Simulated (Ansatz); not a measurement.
Elements on the sites of an ideal fcc lattice, at a guessed lattice constant:

```xyz
20
Lattice="-5.4875 3.6583 1.8292 5.4875 3.6583 -1.8292 -1.8292 -3.6583 -5.4875" Properties=species:S:1:pos:R:3 pbc="T T T"
Al   -1.8292    1.8292    0.0000
Al   -1.8292    5.4875    0.0000
V     0.0000    0.0000   -3.6583
V     0.0000    3.6583   -3.6583
V     1.8292    3.6583   -1.8292
V     0.0000    0.0000    0.0000
V    -3.6583    1.8292   -1.8292
V    -1.8292    3.6583   -1.8292
Co    1.8292    0.0000   -5.4875
Co   -3.6583    0.0000   -3.6583
Co   -1.8292    1.8292   -3.6583
Co   -3.6583    3.6583    0.0000
Ni    0.0000   -1.8292   -5.4875
Ni    0.0000    1.8292   -5.4875
Ni   -1.8292   -1.8292   -3.6583
Ni    1.8292    1.8292   -3.6583
Ni   -1.8292    0.0000   -1.8292
Ni    0.0000    1.8292   -1.8292
Ni    0.0000    5.4875   -1.8292
Ni    0.0000    3.6583    0.0000
```

Cell and atoms were relaxed without symmetry on coarser meshes and computed once more. The calculation used DFT PBEsol, scalar-relativistic, plane waves, PAW (Ansatz).

Cutoff 420 eV; k points 3×4×4 on the computed 20-atom cell (Γ-centred); Gaussian smearing, width 0.10 eV; no spin polarisation.

The relaxation ran on 3×3×2 (shifted) k points with a smearing of 0.1 eV, from sites shaken by 0.02 Å.

Question: What does the relaxation give?

Answer: A volume of 11.26 Å³/atom and no gap on the mesh. The atoms leave their sites by 0.11 Å (root mean square) and 0.17 Å at most, and the cell stretches by up to 3.2 % at fixed volume.

```xyz
20
Lattice="-5.3150 3.6699 1.7228 5.3138 3.6726 -1.7316 -1.7750 -3.6644 -5.1896" Properties=species:S:1:pos:R:3 pbc="T T T"
Al   -1.7106    1.9092    0.0957
Al   -1.7788    5.4169    0.1136
V    -0.0172    0.0742   -3.4438
V     0.0553    3.6263   -3.5270
V     1.6268    3.6520   -1.7116
V    -6.9413   -0.0300   -3.4567
V    -3.5292    1.8499   -1.8718
V    -1.8006    3.6888   -1.9032
Co    1.7772   -0.0076   -5.2568
Co   -3.5737   -0.0058   -3.3149
Co   -1.6842    1.8144   -3.4495
Co   -3.5412    3.6343   -0.1006
Ni   -0.0606   -1.7912   -5.1749
Ni   -0.0025    1.7912   -5.2416
Ni   -1.7579   -1.7864   -3.4160
Ni    1.7903    1.7980   -3.4764
Ni   -1.7784    0.0362   -1.5861
Ni    0.0126    1.8204   -1.7239
Ni   -0.0004    5.5141   -1.7334
Ni   -0.0283    3.6894   -0.0202
```

The k mesh is coarse. Spin polarisation was left out, and a magnetic state may lie lower.

Cost: 2 runs of about 42 core-minutes in all (earlier runs that led there not counted), on Intel Xeon 6975P-C (Granite Rapids) (shared hosts).